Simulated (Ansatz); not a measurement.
Ga2S3:
```xyz
10
Lattice="5.6268 3.2289 0.0000 -5.6268 3.2289 0.0000 -3.6444 0.0000 6.0465" Properties=species:S:1:pos:R:3 pbc="T T T"
Ga     1.9545     3.6574     2.3008
Ga     0.1323     2.8003     5.3240
Ga    -1.8468     3.8588     2.2413
Ga    -3.6690     2.5989     5.2645
S     -0.0121     2.6668     3.0078
S     -1.8343     3.7910     6.0310
S     -3.7233     2.6664     2.9504
S     -5.5455     3.7913     5.9737
S     -0.0639     0.5761     0.0869
S     -1.8861     5.8816     3.1101
```

r²SCAN in the plane-wave PAW code Ansatz gives a gap of 2.33 eV without spin–orbit coupling, maximum on the Γ–C line, 20 % of the way from Γ, minimum at Γ.

Problem. What happens when spin–orbit coupling is switched on?

Solution. The gap decreases by 0.01 eV, to 2.32 eV; maximum on the Γ–C line, 20 % of the way from Γ, minimum at Γ.

Space group Cc. The workflow started from a Materials Project entry (that database holds measured and hypothetical structures alike); the Crystallography Open Database files this formula in space group No. 9, but the cells were not matched. Whether it is the stable phase at ambient conditions was not checked. Symmetry was held in the r²SCAN relaxation; whether a distortion lowers the energy is not shown.

Potentials: the later of the program's two PAW sets.
